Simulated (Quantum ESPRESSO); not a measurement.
## Si3O4FN (finding a planted mistake in a log)

A calculation, not a measurement. The program is pw.x of Quantum ESPRESSO 7.5 (plane-wave density functional theory). The cell is made up: 9 atoms on a quartz lattice, with randomly drawn elements, strain and displacements, not relaxed. PseudoDojo standard norm-conserving files (v0.5 for PBE, v0.4.1 for LDA and PBEsol) set the functional; there is no spin polarisation, spin-orbit coupling or dispersion term, and the masses in the input are unused placeholders.

Intended input:

```
&control calculation='scf', pseudo_dir='./dojo.nc.sr.pbe.v0_5.standard.upf', outdir='./o', disk_io='medium', tprnfor=.true., tstress=.true. /
&system ibrav=0, nat=9, ntyp=4, nbnd=30, ecutwfc=84.00895049, nosym=.true., tot_charge=0,
 occupations='smearing', smearing='fd', degauss=0.0018374661
/
&electrons conv_thr=7.350e-09, electron_maxstep=60, /
ATOMIC_SPECIES
F 1.0 F.upf
N 1.0 N.upf
O 1.0 O.upf
Si 1.0 Si.upf
CELL_PARAMETERS angstrom
4.8846 -0.0262 -0.0589
-2.465 4.2943 0.0494
-0.0646 0.0253 5.3638
ATOMIC_POSITIONS angstrom
Si 2.3216 -0.003 3.4573
Si -1.2404 2.0892 1.7722
Si 1.3238 2.2033 -0.0038
O 1.3211 1.1585 4.21
O 3.2948 0.5866 2.4053
F 2.6748 2.491 0.5694
O 0.2275 1.7719 1.1146
O -1.1323 3.1421 2.9463
N 0.6678 3.7587 4.7346
K_POINTS automatic
5 5 4 1 1 1
```

The log is shortened where brackets say so; the opening notice, blank lines, dates and the lines on written files are dropped, and the path of the files is cut. It prints rydbergs, bohrs and kilobars, and counts compression as positive stress. Where no state is partly filled, the Fermi energy that it prints is only some level between the filled and the empty states on the mesh, and need not lie in the true gap.

Log of the intended run:

```
     Program PWSCF v.7.5
     Parallel version (MPI & OpenMP), running on       1 processor cores
     Number of MPI processes:                 1
     Threads/MPI process:                     1
     [start-up lines left out]
     bravais-lattice index     =            0
     lattice parameter (alat)  =       9.2314  a.u.
     unit-cell volume          =     756.7963 (a.u.)^3
     number of atoms/cell      =            9
     number of atomic types    =            4
     number of electrons       =        48.00
     number of Kohn-Sham states=           30
     kinetic-energy cutoff     =      84.0090  Ry
     charge density cutoff     =     336.0358  Ry
     scf convergence threshold =      7.3E-09
     mixing beta               =       0.7000
     number of iterations used =            8  plain     mixing
     Exchange-correlation= PBE
                           (   1   4   3   4   0   0   0)
     [axes and pseudopotential details left out]
   Cartesian axes
     site n.     atom                  positions (alat units)
         1        Si     tau(   1) = (   0.4752483  -0.0006141   0.7077343  )
         2        Si     tau(   2) = (  -0.2539188   0.4276743   0.3627821  )
         3        Si     tau(   3) = (   0.2709914   0.4510314  -0.0007779  )
         4        O      tau(   4) = (   0.2704387   0.2371533   0.8618174  )
         5        O      tau(   5) = (   0.6744694   0.1200813   0.4923823  )
         6        F      tau(   6) = (   0.5475509   0.5099257   0.1165603  )
         7        O      tau(   7) = (   0.0465709   0.3627207   0.2281667  )
         8        O      tau(   8) = (  -0.2317900   0.6432106   0.6031289  )
         9        N      tau(   9) = (   0.1367035   0.7694331   0.9692068  )
     number of k points=    50  Fermi-Dirac smearing, width (Ry)=  0.0018
                       cart. coord. in units 2pi/alat
        k(    1) = (   0.1023047   0.1711661   0.1142672), wk =   0.0400000
        k(    2) = (   0.1050450   0.1701195   0.3419901), wk =   0.0400000
     [further k points left out]
     Dense  grid:    78691 G-vectors     FFT dimensions: (  54,  60,  60)
     Estimated max dynamical RAM per process >     100.97 MB
     Initial potential from superposition of free atoms
     starting charge      47.9981, renormalised to      48.0000
     Starting wfcs are   36 randomized atomic wfcs
     total cpu time spent up to now is       10.9 secs
     per-process dynamical memory:    77.9 Mb
     Self-consistent Calculation
     iteration #  1     ecut=    84.01 Ry     beta= 0.70
     Davidson diagonalization with overlap
     ethr =  1.00E-02,  avg # of iterations =  3.0
     total cpu time spent up to now is       38.6 secs
     total energy              =    -226.96368956 Ry
     estimated scf accuracy    <       2.84888101 Ry
     iteration #  2     ecut=    84.01 Ry     beta= 0.70
     Davidson diagonalization with overlap
     ethr =  5.94E-03,  avg # of iterations =  3.1
     total cpu time spent up to now is       71.2 secs
     total energy              =    -227.46023474 Ry
     estimated scf accuracy    <       2.96940600 Ry
     [iterations 3 to 10 left out]
     iteration # 11     ecut=    84.01 Ry     beta= 0.70
     Davidson diagonalization with overlap
     ethr =  6.18E-10,  avg # of iterations =  2.1
     total cpu time spent up to now is      300.6 secs
     total energy              =    -228.15771890 Ry
     estimated scf accuracy    <       0.00000001 Ry
     iteration # 12     ecut=    84.01 Ry     beta= 0.70
     Davidson diagonalization with overlap
     ethr =  2.89E-11,  avg # of iterations =  3.6
     total cpu time spent up to now is      331.3 secs
     End of self-consistent calculation
     [lines on levels left out]
     the Fermi energy is     7.3259 ev
!    total energy              =    -228.15771890 Ry
     estimated scf accuracy    <          1.2E-09 Ry
     smearing contrib. (-TS)   =      -0.00000000 Ry
     internal energy E=F+TS    =    -228.15771890 Ry
     The total energy is F=E-TS. E is the sum of the following terms:
     one-electron contribution =    -105.82730526 Ry
     hartree contribution      =      78.63575142 Ry
     xc contribution           =     -61.14348276 Ry
     ewald contribution        =    -139.82268230 Ry
     convergence has been achieved in  12 iterations
     Forces acting on atoms (cartesian axes, Ry/au):
     atom    1 type  4   force =    -0.08484144    0.01948425    0.15211159
     atom    2 type  4   force =     0.24023080   -0.16402955    0.18659292
     atom    3 type  4   force =    -0.44415416    0.13476044   -0.26902532
     atom    4 type  3   force =     0.02563644   -0.04643755   -0.06400613
     atom    5 type  3   force =     0.03167480    0.13567354   -0.17039922
     atom    6 type  1   force =     0.17379427    0.08717121    0.02389040
     atom    7 type  3   force =    -0.00680196   -0.01417106    0.04049351
     atom    8 type  3   force =    -0.07254844   -0.00237990   -0.06861189
     atom    9 type  2   force =     0.13700967   -0.15007139    0.16895414
     Total force =     0.783192     Total SCF correction =     0.000069
     Computing stress (Cartesian axis) and pressure
          total   stress  (Ry/bohr**3)                   (kbar)     P=      149.87
   0.00160214   0.00040602   0.00090455          235.68       59.73      133.06
   0.00040602   0.00009116  -0.00012438           59.73       13.41      -18.30
   0.00090455  -0.00012438   0.00136314          133.06      -18.30      200.52
     init_run     :     10.58s CPU     10.81s WALL (       1 calls)
     electrons    :    300.13s CPU    320.39s WALL (       1 calls)
     forces       :      5.43s CPU      5.52s WALL (       1 calls)
     stress       :     21.20s CPU     21.33s WALL (       1 calls)
     [timing details left out]
     PWSCF        :   5m37.65s CPU   5m58.72s WALL
     JOB DONE.
```

A second run was made from an input with one planted mistake. Its log:

```
     Program PWSCF v.7.5
     Parallel version (MPI & OpenMP), running on       1 processor cores
     Number of MPI processes:                 1
     Threads/MPI process:                     1
     [start-up lines left out]
     bravais-lattice index     =            0
     lattice parameter (alat)  =       9.2314  a.u.
     unit-cell volume          =     756.7963 (a.u.)^3
     number of atoms/cell      =            9
     number of atomic types    =            4
     number of electrons       =        48.00
     number of Kohn-Sham states=           30
     kinetic-energy cutoff     =      84.0090  Ry
     charge density cutoff     =     336.0358  Ry
     scf convergence threshold =      7.3E-09
     mixing beta               =       0.7000
     number of iterations used =            8  plain     mixing
     Exchange-correlation= PBE
                           (   1   4   3   4   0   0   0)
     [axes and pseudopotential details left out]
   Cartesian axes
     site n.     atom                  positions (alat units)
         1        Si     tau(   1) = (   0.4752483  -0.0006141   0.7077343  )
         2        Si     tau(   2) = (  -0.2539188   0.4276743   0.3627821  )
         3        Si     tau(   3) = (   0.2709914   0.4510314  -0.0007779  )
         4        O      tau(   4) = (   0.2704387   0.2371533   0.8618174  )
         5        F      tau(   5) = (   0.6744694   0.1200813   0.4923823  )
         6        O      tau(   6) = (   0.5475509   0.5099257   0.1165603  )
         7        O      tau(   7) = (   0.0465709   0.3627207   0.2281667  )
         8        O      tau(   8) = (  -0.2317900   0.6432106   0.6031289  )
         9        N      tau(   9) = (   0.1367035   0.7694331   0.9692068  )
     number of k points=    50  Fermi-Dirac smearing, width (Ry)=  0.0018
                       cart. coord. in units 2pi/alat
        k(    1) = (   0.1023047   0.1711661   0.1142672), wk =   0.0400000
        k(    2) = (   0.1050450   0.1701195   0.3419901), wk =   0.0400000
     [further k points left out]
     Dense  grid:    78691 G-vectors     FFT dimensions: (  54,  60,  60)
     Estimated max dynamical RAM per process >     100.97 MB
     Initial potential from superposition of free atoms
     starting charge      47.9981, renormalised to      48.0000
     Starting wfcs are   36 randomized atomic wfcs
     total cpu time spent up to now is       14.2 secs
     per-process dynamical memory:    77.9 Mb
     Self-consistent Calculation
     iteration #  1     ecut=    84.01 Ry     beta= 0.70
     Davidson diagonalization with overlap
     ethr =  1.00E-02,  avg # of iterations =  3.0
     total cpu time spent up to now is       52.1 secs
     total energy              =    -227.00416212 Ry
     estimated scf accuracy    <       2.85993318 Ry
     iteration #  2     ecut=    84.01 Ry     beta= 0.70
     Davidson diagonalization with overlap
     ethr =  5.96E-03,  avg # of iterations =  3.2
     total cpu time spent up to now is       88.3 secs
     total energy              =    -227.34810948 Ry
     estimated scf accuracy    <       3.33694771 Ry
     [iterations 3 to 10 left out]
     iteration # 11     ecut=    84.01 Ry     beta= 0.70
     Davidson diagonalization with overlap
     ethr =  4.52E-10,  avg # of iterations =  2.0
     total cpu time spent up to now is      396.1 secs
     total energy              =    -228.19749297 Ry
     estimated scf accuracy    <       0.00000001 Ry
     iteration # 12     ecut=    84.01 Ry     beta= 0.70
     Davidson diagonalization with overlap
     ethr =  2.88E-11,  avg # of iterations =  3.1
     total cpu time spent up to now is      430.4 secs
     End of self-consistent calculation
     [lines on levels left out]
     the Fermi energy is     6.8431 ev
!    total energy              =    -228.19749298 Ry
     estimated scf accuracy    <          2.1E-09 Ry
     smearing contrib. (-TS)   =       0.00000000 Ry
     internal energy E=F+TS    =    -228.19749298 Ry
     The total energy is F=E-TS. E is the sum of the following terms:
     one-electron contribution =    -105.60510163 Ry
     hartree contribution      =      78.66810365 Ry
     xc contribution           =     -61.17713537 Ry
     ewald contribution        =    -140.08335963 Ry
     convergence has been achieved in  12 iterations
     Forces acting on atoms (cartesian axes, Ry/au):
     atom    1 type  4   force =    -0.18661068   -0.05469389    0.31225313
     atom    2 type  4   force =     0.16931755    0.06260924   -0.08955906
     atom    3 type  4   force =    -0.28271223    0.15724323   -0.18061292
     atom    4 type  3   force =     0.02507544   -0.08156201   -0.14682648
     atom    5 type  1   force =     0.07485882    0.05119652   -0.13989442
     atom    6 type  3   force =     0.17884900    0.01543680    0.11540433
     atom    7 type  3   force =    -0.04329338   -0.03875224    0.08190163
     atom    8 type  3   force =    -0.04648170   -0.00555129   -0.04796464
     atom    9 type  2   force =     0.11099718   -0.10592638    0.09529844
     Total force =     0.680129     Total SCF correction =     0.000059
     Computing stress (Cartesian axis) and pressure
          total   stress  (Ry/bohr**3)                   (kbar)     P=      157.39
   0.00148558   0.00052462   0.00062257          218.54       77.17       91.58
   0.00052462   0.00054345  -0.00027139           77.17       79.94      -39.92
   0.00062257  -0.00027139   0.00118072           91.58      -39.92      173.69
     init_run     :     13.54s CPU     14.08s WALL (       1 calls)
     electrons    :    397.17s CPU    416.22s WALL (       1 calls)
     forces       :      6.09s CPU      6.25s WALL (       1 calls)
     stress       :     25.82s CPU     25.98s WALL (       1 calls)
     [timing details left out]
     PWSCF        :   7m22.97s CPU   7m43.27s WALL
     JOB DONE.
```

Question: what was wrong in the second input?

Answer: two atoms have their elements exchanged. The input lines that differ, file-writing options aside:

```
- O 3.2948 0.5866 2.4053
+ F 3.2948 0.5866 2.4053
- F 2.6748 2.491 0.5694
+ O 2.6748 2.491 0.5694
```

|  | intended run | run with the mistake |
| --- | --- | --- |
| free energy (eV) | -3104.244 | -3104.785 |
| smearing term -TS (eV) | 0.0000 | 0.0000 |
| pressure (GPa) | 14.99 | 15.74 |
| largest force component (eV/Å) | 11.420 | 8.028 |
| largest change of a force component (eV/Å) |  | 7.100 |
| iterations | 12 | 12 |

For scale, a rerun of the intended cell at 1437 eV and a 7 x 7 x 6 mesh moved values by no more than 0.003 eV in energy, 0.02 GPa in stress and 0.002 eV/Å in force.